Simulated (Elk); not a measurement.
An Elk run on Sn with settings drawn from a wide range, so not all are converged; totals and levels move with the basis, and no second program has checked them. Level of theory: DFT, Wu-Cohen GGA, all-electron APW+lo, Dirac cores, scalar-relativistic bands with second-variational spin-orbit coupling in Elk 11.2.3 with local patches. Elk's input is in atomic units.

Command: `OMP_NUM_THREADS=1 elk` The run took 0.02 s on 1 thread of Arm Neoverse V1, with other jobs on the host, peak memory 0.04 GiB.

```
tasks
  0
  110
  115

xctype
  26

rgkmax
  5.5

gmaxvr
  10

lmaxapw
  9

lmaxo
  6

lmaxi
  2

nrmtscf
  2.5

nempty
  12

epspot
  1e-06

epsengy
  0.0001

maxscl
  60

swidth
  0.0005

stype
  3

lradstp
  4

mixtype
  3

hmaxvr
  6

tforce
  .false.

spinorb
  .true.

sppath
  './'

avec
  -5.44276006007 5.44276006007 2.97113989272
  5.44276006007 -5.44276006007 2.97113989272
  5.44276006007 5.44276006007 -2.97113989272

atoms
  1
  'Sn.in'
  2
  0.000000000000 0.000000000000 0.000000000000   0.000 0.000 0.000
  0.750000000000 0.250000000000 0.500000000000   0.000 0.000 0.000

ngridk
  12 12 12
```

Muffin-tin radii in the species files: Sn 2.08 bohr.

The cell comes from COD entry 7222460, which wasn't checked; take it as a given geometry. The listed cell was then made from it by scaling, straining or moving an atom.

Q: What does the run give?

A: It refused before any iteration.
```
Error(init0): requested spin-polarised run with spin-unpolarised
 exchange-correlation functional
```
